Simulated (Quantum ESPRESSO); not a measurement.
## AsSi6Ga (input and log of a self-consistent run)

A calculation, not a measurement. The program is pw.x of Quantum ESPRESSO 7.5 (plane-wave density functional theory). The cell is made up: 8 atoms on a zincblende/diamond lattice, with randomly drawn elements, strain and displacements, not relaxed. PseudoDojo standard norm-conserving files (v0.5 for PBE, v0.4.1 for LDA and PBEsol) set the functional; there is no spin polarisation, spin-orbit coupling or dispersion term, and the masses in the input are unused placeholders.

Input:

```
&control calculation='scf', pseudo_dir='./dojo.nc.sr.pbe.v0_5.standard.upf', outdir='./o', disk_io='low', tprnfor=.true., tstress=.true. /
&system ibrav=0, nat=8, ntyp=3, nbnd=36, ecutwfc=84.00895049, nosym=.true., tot_charge=0,
 occupations='smearing', smearing='fd', degauss=0.0073498644
/
&electrons conv_thr=7.350e-09, electron_maxstep=60, /
ATOMIC_SPECIES
As 1.0 As.upf
Ga 1.0 Ga.upf
Si 1.0 Si.upf
CELL_PARAMETERS angstrom
5.5496 -0.0798 0.031
-0.0798 5.538 -0.0738
0.031 -0.0738 5.5617
ATOMIC_POSITIONS angstrom
As -0.0877 0.0109 0.0141
Si -0.113 2.7375 2.675
Si 2.8276 -0.0963 2.7528
Si 2.7174 2.7084 -0.0612
Si 1.312 1.2864 1.2986
Ga 1.2062 4.1336 4.1308
Si 4.1739 1.1672 4.1728
Si 4.1578 4.0007 1.3218
K_POINTS automatic
6 6 6 1 1 1
```

The log is shortened where brackets say so; the opening notice, blank lines, dates and the lines on written files are dropped, and the path of the files is cut. It prints rydbergs, bohrs and kilobars, and counts compression as positive stress.

```
     Program PWSCF v.7.5
     Parallel version (MPI & OpenMP), running on       4 processor cores
     Number of MPI processes:                 4
     Threads/MPI process:                     1
     [start-up lines left out]
     bravais-lattice index     =            0
     lattice parameter (alat)  =      10.4885  a.u.
     unit-cell volume          =    1153.0267 (a.u.)^3
     number of atoms/cell      =            8
     number of atomic types    =            3
     number of electrons       =        52.00
     number of Kohn-Sham states=           36
     kinetic-energy cutoff     =      84.0090  Ry
     charge density cutoff     =     336.0358  Ry
     scf convergence threshold =      7.3E-09
     mixing beta               =       0.7000
     number of iterations used =            8  plain     mixing
     Exchange-correlation= PBE
                           (   1   4   3   4   0   0   0)
     [axes and pseudopotential details left out]
   Cartesian axes
     site n.     atom                  positions (alat units)
         1        As     tau(   1) = (  -0.0158011   0.0019639   0.0025404  )
         2        Si     tau(   2) = (  -0.0203594   0.4932201   0.4819594  )
         3        Si     tau(   3) = (   0.5094536  -0.0173505   0.4959767  )
         4        Si     tau(   4) = (   0.4895987   0.4879771  -0.0110265  )
         5        Si     tau(   5) = (   0.2363853   0.2317729   0.2339710  )
         6        Ga     tau(   6) = (   0.2173231   0.7447579   0.7442534  )
         7        Si     tau(   7) = (   0.7520188   0.2102964   0.7518206  )
         8        Si     tau(   8) = (   0.7491180   0.7208130   0.2381510  )
     number of k points=   108  Fermi-Dirac smearing, width (Ry)=  0.0073
     Number of k-points >= 100: set verbosity='high' to print them.
     Dense  grid:   119951 G-vectors     FFT dimensions: (  64,  64,  64)
     Estimated max dynamical RAM per process >     376.42 MB
     Estimated total dynamical RAM >       1.38 GB
     Initial potential from superposition of free atoms
     starting charge      51.9934, renormalised to      52.0000
     Starting wfcs are   42 randomized atomic wfcs
     total cpu time spent up to now is        9.9 secs
     per-process dynamical memory:   319.3 Mb
     Self-consistent Calculation
     iteration #  1     ecut=    84.01 Ry     beta= 0.70
     Davidson diagonalization with overlap
     ethr =  1.00E-02,  avg # of iterations =  4.1
     Threshold (ethr) on eigenvalues was too large:
     Diagonalizing with lowered threshold
     Davidson diagonalization with overlap
     ethr =  4.07E-04,  avg # of iterations =  6.2
     total cpu time spent up to now is       62.8 secs
     total energy              =    -415.76214487 Ry
     estimated scf accuracy    <       0.22672369 Ry
     iteration #  2     ecut=    84.01 Ry     beta= 0.70
     Davidson diagonalization with overlap
     ethr =  4.36E-04,  avg # of iterations =  2.2
     total cpu time spent up to now is       83.0 secs
     total energy              =    -415.76933367 Ry
     estimated scf accuracy    <       0.06919478 Ry
     iteration #  3     ecut=    84.01 Ry     beta= 0.70
     Davidson diagonalization with overlap
     ethr =  1.33E-04,  avg # of iterations =  2.8
     total cpu time spent up to now is      103.4 secs
     total energy              =    -415.78931391 Ry
     estimated scf accuracy    <       0.02404979 Ry
     iteration #  4     ecut=    84.01 Ry     beta= 0.70
     Davidson diagonalization with overlap
     ethr =  4.62E-05,  avg # of iterations =  3.0
     total cpu time spent up to now is      121.5 secs
     total energy              =    -415.79350463 Ry
     estimated scf accuracy    <       0.00024061 Ry
     iteration #  5     ecut=    84.01 Ry     beta= 0.70
     Davidson diagonalization with overlap
     c_bands:  1 eigenvalues not converged
     ethr =  4.63E-07,  avg # of iterations =  9.3
     total cpu time spent up to now is      152.6 secs
     total energy              =    -415.79361940 Ry
     estimated scf accuracy    <       0.00004079 Ry
     iteration #  6     ecut=    84.01 Ry     beta= 0.70
     Davidson diagonalization with overlap
     ethr =  7.84E-08,  avg # of iterations =  2.1
     total cpu time spent up to now is      172.6 secs
     total energy              =    -415.79362762 Ry
     estimated scf accuracy    <       0.00000948 Ry
     iteration #  7     ecut=    84.01 Ry     beta= 0.70
     Davidson diagonalization with overlap
     ethr =  1.82E-08,  avg # of iterations =  2.0
     total cpu time spent up to now is      189.9 secs
     total energy              =    -415.79362952 Ry
     estimated scf accuracy    <       0.00000023 Ry
     iteration #  8     ecut=    84.01 Ry     beta= 0.70
     Davidson diagonalization with overlap
     ethr =  4.35E-10,  avg # of iterations =  4.1
     total cpu time spent up to now is      214.0 secs
     total energy              =    -415.79362964 Ry
     estimated scf accuracy    <       0.00000009 Ry
     iteration #  9     ecut=    84.01 Ry     beta= 0.70
     Davidson diagonalization with overlap
     ethr =  1.78E-10,  avg # of iterations =  2.0
     total cpu time spent up to now is      232.8 secs
     total energy              =    -415.79362966 Ry
     estimated scf accuracy    <       0.00000002 Ry
     iteration # 10     ecut=    84.01 Ry     beta= 0.70
     Davidson diagonalization with overlap
     ethr =  3.66E-11,  avg # of iterations =  2.0
     total cpu time spent up to now is      252.3 secs
     End of self-consistent calculation
     Number of k-points >= 100: set verbosity='high' to print the bands.
     the Fermi energy is     6.9364 ev
!    total energy              =    -415.79362966 Ry
     estimated scf accuracy    <          4.6E-10 Ry
     smearing contrib. (-TS)   =      -0.00165172 Ry
     internal energy E=F+TS    =    -415.79197794 Ry
     The total energy is F=E-TS. E is the sum of the following terms:
     one-electron contribution =    -262.11606577 Ry
     hartree contribution      =     158.29905469 Ry
     xc contribution           =    -107.81326254 Ry
     ewald contribution        =    -204.16170432 Ry
     convergence has been achieved in  10 iterations
     Forces acting on atoms (cartesian axes, Ry/au):
     atom    1 type  1   force =    -0.00404072   -0.00918255   -0.00942154
     atom    2 type  3   force =     0.03389373   -0.03333518    0.01912557
     atom    3 type  3   force =    -0.03312754   -0.02195878   -0.01053635
     atom    4 type  3   force =    -0.01498751   -0.00352584   -0.01988001
     atom    5 type  3   force =     0.05658928    0.05357663    0.06218531
     atom    6 type  2   force =     0.06728368   -0.04408490   -0.04012200
     atom    7 type  3   force =    -0.03845149    0.06591627   -0.02707261
     atom    8 type  3   force =    -0.06715943   -0.00740566    0.02572163
     Total force =     0.186927     Total SCF correction =     0.000109
     Computing stress (Cartesian axis) and pressure
          total   stress  (Ry/bohr**3)                   (kbar)     P=        2.78
   0.00000318   0.00015765   0.00004857            0.47       23.19        7.14
   0.00015765   0.00002388   0.00012211           23.19        3.51       17.96
   0.00004857   0.00012211   0.00002956            7.14       17.96        4.35
     init_run     :      8.99s CPU      9.36s WALL (       1 calls)
     electrons    :    240.82s CPU    242.46s WALL (       1 calls)
     forces       :      3.63s CPU      3.66s WALL (       1 calls)
     stress       :     12.72s CPU     13.07s WALL (       1 calls)
     [timing details left out]
     PWSCF        :   4m26.74s CPU   4m29.19s WALL
     JOB DONE.
```

In other units: free energy -5657.161 eV for the cell, pressure 0.28 GPa, largest force component 1.730 eV/Å. A rerun of a related cell, with the same atoms placed differently, at 1437 eV and a 8 x 8 x 8 mesh moved values by no more than 0.002 eV in energy, 0.02 GPa in stress and 0.004 eV/Å in force.